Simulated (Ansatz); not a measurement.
**Data sheet: Mg₂Te₃O₈ (DFT)**

Mg2Te3O8:
```
Mg2Te3O8
1.0
    6.31998     2.61555     0.00000
   -6.31998     2.61555     0.00000
   -1.72285     0.00000    11.48835
Mg Te O
4 6 16
Direct
  0.04027   0.57589   0.35266
  0.95973   0.42411   0.64734
  0.57589   0.04027   0.14734
  0.42411   0.95973   0.85266
  0.15923   0.15923   0.25000
  0.84077   0.84077   0.75000
  0.67511   0.94835   0.44330
  0.32489   0.05165   0.55670
  0.94835   0.67511   0.05670
  0.05165   0.32489   0.94330
  0.72834   0.25464   0.47327
  0.27166   0.74536   0.52673
  0.25464   0.72834   0.02673
  0.74536   0.27166   0.97327
  0.01887   0.24759   0.36392
  0.98113   0.75241   0.63608
  0.24759   0.01887   0.13608
  0.75241   0.98113   0.86392
  0.85341   0.01428   0.14717
  0.14659   0.98572   0.85283
  0.01428   0.85341   0.35283
  0.98572   0.14659   0.64717
  0.44494   0.84586   0.30746
  0.55506   0.15414   0.69254
  0.84586   0.44494   0.19254
  0.15414   0.55506   0.80746
```

Space group C2/c (No. 15); conventional cell a = 12.640 Å, b = 5.231 Å, c = 11.617 Å, α = 90.00°, β = 98.53°, γ = 90.00°.

Method: r²SCAN (plane waves, PAW; program Ansatz). Geometry: relaxed at this level of theory. Other levels are named where they apply.

Cell and energy:

```
Property                                                       Result
-----------------------------------------------------  --------------
Volume per atom                                              14.61 Å³
Density                                                    4.89 g/cm³
Formation energy from the elements (no fitted shifts)  -1717 meV/atom
```

Electronic structure:

```
Property                                                                                                   Value
----------------------------------------  ----------------------------------------------------------------------
Band gap                                                                                      3.93 eV (indirect)
Valence-band maximum                      at L2 (k = 0.000, 0.500, 0.500 in fractions of the reciprocal vectors)
Conduction-band minimum                   at Y2 (k = 0.500, 0.500, 0.000 in fractions of the reciprocal vectors)
Smallest direct gap on the standard path                                                                 4.05 eV
```

The first step of the workflow began from a Materials Project structure, measured or hypothetical; the Crystallography Open Database copy checked does not list it. Its standing as an ambient phase is unchecked. The r²SCAN relaxation kept the symmetry of its start; its stability against distortions is not shown here. The references are the lowest solids computed at this level, not always the standard phases (solids in place of the gases). Scalar-relativistic: spin–orbit coupling is off unless named, which matters more the heavier the elements.

Potentials: the later of the program's two PAW sets.
